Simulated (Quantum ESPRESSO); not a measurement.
# Strain and stress in C7

These are calculations, not measurements. They come from pw.x of Quantum ESPRESSO 7.5, a plane-wave density functional program, with PseudoDojo standard norm-conserving files (v0.5 for PBE, v0.4.1 for LDA and PBEsol). The cells are made up: elements, strain and atom displacements were drawn at random, and nothing was relaxed. There is no spin polarisation, spin-orbit coupling or dispersion term.

The cell has 8 sites of a zincblende or diamond lattice. Sites 1 to 4 hold empty C C C; sites 5 to 8 hold C C C C. Cell vectors in Å: (3.557, -0.015, 0.000); (-0.015, 3.557, 0.000); (0.000, 0.000, 3.557). Settings: PBE, cutoff 1116 eV, 7 x 7 x 7 k mesh shifted by half a step, Fermi-Dirac smearing of 0.1 eV.

Each run adds a shear xy (given as the tensor component) to one cell, with the atoms carried along; the vectors above are those of run 5. Stress is positive in tension and P is minus a third of its trace. E is the free energy for each atom above the lowest run shown.

```
run,strain (%),s_xx (GPa),s_yy (GPa),s_zz (GPa),s_xy (GPa),P (GPa),E (meV/atom)
1,-2.34,2.46,1.97,6.30,-15.31,-3.58,12.79
3,-1.11,3.02,2.75,6.43,-6.40,-4.07,2.15
4,-0.78,3.08,2.85,6.42,-4.02,-4.12,0.77
5,-0.42,3.09,2.93,6.39,-1.45,-4.14,0.00
6,1.53,2.22,2.39,6.01,12.49,-3.54,8.56
7,1.84,1.95,2.16,5.91,14.76,-3.34,11.95
2,-2.08,?,?,?,?,?,?
```

A rerun of one of these cells at 1347 eV and k mesh 9 x 9 x 9 moved values by no more than 0.002 eV in the cell's energy, 0.25 GPa in stress and 0.015 eV/Å in force.

## Worked fit

A parabola through the six runs shown gives s_xy = 1.58 + 7.18 e - 0.015 e² GPa, with e in per cent and a scatter of 0.03 GPa. The slope is a stiffness of 718 ± 6 GPa for each unit of this strain at e = 0, twice a shear constant under the stress shown, since the tensor component is half the shear angle. The atoms are clamped, and relaxing them would in general lower it. The error is the larger of the fit's own and the change that a cubic makes, rounded up.

## Withheld run

Question: what s_xy should run 2 give?

The fit gives -13.42 GPa. The calculation gave -13.42 GPa.

| run | strain (%) | s_xx (GPa) | s_yy (GPa) | s_zz (GPa) | s_xy (GPa) | P (GPa) | E (meV/atom) |
| --- | --- | --- | --- | --- | --- | --- | --- |
| 2 | -2.08 | 2.63 | 2.17 | 6.35 | -13.42 | -3.72 | 9.86 |